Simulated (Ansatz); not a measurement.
Ta2O5:
```yaml
crystal:
  lattice:
    - [3.66927, 0.00000, 0.00000]
    - [0.00000, 3.85793, 0.00000]
    - [0.00000, 0.00000, 6.43150]
  atoms:
    - { symbol: Ta, position: [0.50000, 0.00000, 0.50000] }
    - { symbol: Ta, position: [0.00000, 0.00000, 0.00000] }
    - { symbol: O, position: [0.50000, 0.50000, 0.50000] }
    - { symbol: O, position: [0.00000, 0.00000, 0.67925] }
    - { symbol: O, position: [0.00000, 0.00000, 0.32075] }
    - { symbol: O, position: [0.00000, 0.50000, 0.00000] }
    - { symbol: O, position: [0.50000, 0.00000, 0.00000] }
```

Relaxed with PBEsol. Special points in fractions of this cell's reciprocal vectors: Γ (0.000, 0.000, 0.000); X (0.500, 0.000, 0.000); S (0.500, 0.500, 0.000); Y (0.000, 0.500, 0.000); Z (0.000, 0.000, 0.500); U (0.500, 0.000, 0.500); R (0.500, 0.500, 0.500); T (0.000, 0.500, 0.500).

**Question.** List the band energies nearest the valence-band maximum at these points for PBEsol with spin–orbit coupling (plane waves, PAW; program Ansatz).

**Answer.** In eV from the valence-band maximum; about four levels below and three above (degenerate sets whole), none deeper than 8.9 eV; points with the same levels are listed once.

| k | below | above |
|---|---|---|
| Γ | -0.86 -0.86 -0.66 -0.66 | 0.40 0.40 0.83 0.83 |
| X | -1.30 -1.30 -1.24 -1.24 | 0.23 0.23 0.56 0.56 |
| S | -1.02 -1.02 0.00 0.00 | 0.53 0.53 3.45 3.45 |
| Y | -1.34 -1.34 -0.88 -0.88 | 0.68 0.68 2.17 2.17 |
| Z | -0.89 -0.89 -0.67 -0.67 | 0.85 0.85 1.08 1.08 |
| U | -1.32 -1.32 -1.10 -1.10 | 0.32 0.32 0.86 0.86 |
| R | -0.94 -0.94 0.00 0.00 | 0.90 0.90 3.31 3.31 |
| T | -1.65 -1.65 -1.56 -1.56 | 1.34 1.34 2.79 2.79 |

Space group Pmmm. The first step of the workflow began from a Materials Project structure, measured or hypothetical; the Crystallography Open Database copy checked does not list it. COD files the formula under space group No. 49, so this cell is another polymorph or a model. Its standing as an ambient phase is unchecked. The PBEsol relaxation kept the symmetry of its start. At this level the phase is dynamically unstable (imaginary phonons). No spin polarisation was allowed.

Potentials: the earlier of the program's two PAW sets.
